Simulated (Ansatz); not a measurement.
SiC₃ as one 4-atom ordering (P-4m2) on the diamond lattice at its r2SCAN geometry, run in the plane-wave code Ansatz at 2 levels of theory. Note: simulated data, non-magnetic, for a generated structure that need not be the stable one.

The r2SCAN input:
```yaml
crystal:
  lattice:
    - [2.7964006865, 0.0, 0.0]
    - [0.0, 2.7964006865, 0.0]
    - [0.0, 0.0, 4.0900436056]
  atoms:
    - { symbol: C, position: [0.5, 0.0, 0.7862689763] }
    - { symbol: C, position: [0.5, 0.5, 0.0] }
    - { symbol: C, position: [0.0, 0.5, 0.2137310237] }
    - { symbol: Si, position: [0.0, 0.0, 0.5] }
kpoints:
  mp_grid: { grid: [10, 10, 6] }
  band_path:
    path:
      - [0.0, 0.0, 0.0]
      - [0.0, 0.5, 0.0]
      - [0.5, 0.5, 0.0]
      - [0.0, 0.0, 0.5]
      - [0.0, 0.5, 0.5]
      - [0.5, 0.5, 0.5]
      - [-0.003906, 0.0, 0.0]
      - [0.424479, 0.424479, 0.0]
    npoints: 1
hamiltonian:
  xc: r2scan
scf:
  occupations: { method: fixed }
  n_extra_bands: 5
output:
  forces: true
  stress: true
  eigenvalues: true
  write_density: true
  write_potential: true
  elf: true
  volumetric_format: npy
```

Main results, then, where recorded, the levels near the gap in eV from the Fermi energy (columns number the bands from 0), one row a point of the path (Γ, X, M, Z, R, A, (-0.004, 0, 0), M–Γ (0.15)):
```
Crystal: 4 atoms, lattice volume = 31.984 Å³
Symmetry: 8 space group operations
Space group: P-4m2 (ITA 115)
```
```
Basis set: ecut = 500 eV, 807 PW (Γ)
k-points: 84 of 600 (time reversal used)
SCF 1 converged in 7 iterations: F = -1392.168175 eV  dr2 = 5.33e-9
Free energy (F): -1392.168175 eV
Fermi energy:    11.516777 eV
--- Forces (eV/Å), atoms counted from 1 ---
  atom   1  C       0.00000      0.00000      0.00113
  atom   2  C       0.00000      0.00000      0.00000
  atom   3  C       0.00000      0.00000    -0.00113
  atom   4  Si      0.00000      0.00000      0.00000
--- Stress (GPa, compression-positive) ---
       -0.013356       0.000000       0.000000
        0.000000      -0.013356       0.000000
        0.000000       0.000000       0.026924
  P = ⅓ Tr σ = 0.0001 GPa (0.001 kbar)
```
```tsv
band_5	band_6	band_7	band_8	band_9	band_10
-0.671	0.000	0.000	2.151	3.101	5.458
-6.457	-4.130	-0.931	5.052	6.317	6.622
-5.556	-5.556	-4.117	1.955	1.955	2.217
-4.211	-1.529	-1.529	2.948	3.267	6.517
-2.804	-2.382	-0.815	3.235	6.016	6.601
-6.957	-6.957	-6.595	5.962	5.962	6.583
-0.671	-0.001	0.000	2.152	3.102	5.459
-5.951	-5.342	-4.151	1.645	2.707	3.272
```

The r2SCAN gap is indirect, 1.65 eV (Γ to M–Γ (0.15 of the way from M)), below the direct gap of 2.15 eV at Γ.

Question: Another run on the same cell gave
```
Basis set: ecut = 420 eV, 649 PW (Γ)
k-points: 30 of 144 (time reversal used)
SCF 1 stopped early in 3 iterations: F = -1386.586240 eV  dr2 = 8.98e-5
SCF 2 stopped early in 7 iterations: F = -1387.214347 eV  dr2 = 3.45e-7
hybrid outer 1: dexx = +5.326e-3 eV, tail = 1.06e-5 eV
SCF 3 converged in 4 iterations: F = -1387.214344 eV  dr2 = 1.62e-10
hybrid outer 2: dexx = +1.317e-7 eV, tail = 3.49e-9 eV, Δε = 1.53e-3 eV, ΔF = 7.37e-4 eV/Å
Free energy (F): -1387.214345 eV
Fermi energy:    10.998344 eV
--- Forces (eV/Å), atoms counted from 1 ---
  atom   1  C       0.00000      0.00000      0.29479
  atom   2  C       0.00000      0.00000      0.00000
  atom   3  C       0.00000      0.00000    -0.29479
  atom   4  Si      0.00000      0.00000      0.00000
--- Stress (GPa, compression-positive) ---
       -3.200189       0.000000       0.000000
        0.000000      -3.200189       0.000000
        0.000000       0.000000      -3.241338
  P = ⅓ Tr σ = -3.2139 GPa (-32.139 kbar)
```
```tsv
band_5	band_6	band_7	band_8	band_9	band_10
-0.653	0.000	0.000	2.890	3.959	6.323
-6.690	-4.232	-0.994	6.064	7.064	7.420
-5.737	-5.737	-4.308	2.608	2.608	2.945
-4.350	-1.588	-1.588	3.842	4.025	7.308
-2.867	-2.457	-0.871	4.127	7.021	7.508
-7.220	-7.220	-6.934	6.683	6.683	7.333
-0.653	-0.001	0.000	2.891	3.960	6.324
-6.155	-5.516	-4.341	2.331	3.378	3.985
```
Which level of theory and mesh gave it?

Answer: It is HSE06, judged by the exchange loop and the size of the gap (a near hybrid could fit too), on 6×6×4; the blocks that differ from the first input, but for the band path:
```yaml
kpoints:
  mp_grid: { grid: [6, 6, 4] }
hamiltonian:
  xc: hse06
```
The HSE06 gap is indirect, 2.33 eV (k = (-0.004, 0, 0) to M–Γ (0.15 of the way from M)), below the direct gap of 2.89 eV at Γ. The mean pressure at these positions is -3.2 GPa, compression counted positive. (The program warns that its thresholds are loose for a hybrid's stress.)

The hybrids run on coarser meshes, which limits their stresses and small splittings of levels.

Totals of different functionals can't be compared.

The meshes of the hybrids are coarse, so their gaps aren't converged to the digits shown.
